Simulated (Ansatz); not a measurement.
One starting cell of Zr (a generated cell, Zr built in the hcp structure type) was relaxed twice with Ansatz (plane waves, PAW, scalar-relativistic): with r2SCAN at 500 eV and with PBE at 420 eV. The r2SCAN result:

```
CELL_PARAMETERS angstrom
      3.24591     0.00000     0.00000
     -1.62295     2.81104     0.00000
      0.00000     0.00000     5.15116
ATOMIC_POSITIONS crystal
  Zr 0.33333 0.66667 0.75000
  Zr 0.66667 0.33333 0.25000
```

```json
[
 {"quantity": "space group", "r2SCAN": "P6₃/mmc", "PBE": "P6₃/mmc"},
 {"quantity": "volume (Å³/atom)", "r2SCAN": "23.50", "PBE": "?"},
 {"quantity": "a (Å)", "r2SCAN": "3.246", "PBE": "?"},
 {"quantity": "c (Å)", "r2SCAN": "5.151", "PBE": "?"},
 {"quantity": "gap (eV, no spin-orbit coupling)", "r2SCAN": "0.00", "PBE": "?"},
 {"quantity": "pressure at 130 % of the level's own volume (GPa)", "r2SCAN": "-16.0", "PBE": "?"}
]
```

Question: What does PBE give for the same quantities?

Answer: 
- volume (Å³/atom), PBE: 23.40
- a (Å), PBE: 3.232
- c (Å), PBE: 5.174
- gap (eV, no spin-orbit coupling), PBE: 0.00
- pressure at 130 % of the level's own volume (GPa), PBE: -15.5

Both levels end in the same structure; PBE's volume is within 0.5 % of r2SCAN's. Neither column is exact.

No spin polarisation in the result.

The run could not lose the symmetry of its start.

All atoms sit on sites fixed by symmetry, so only the cell could relax.

Ansatz is a quantum-chemistry and plane-wave program.
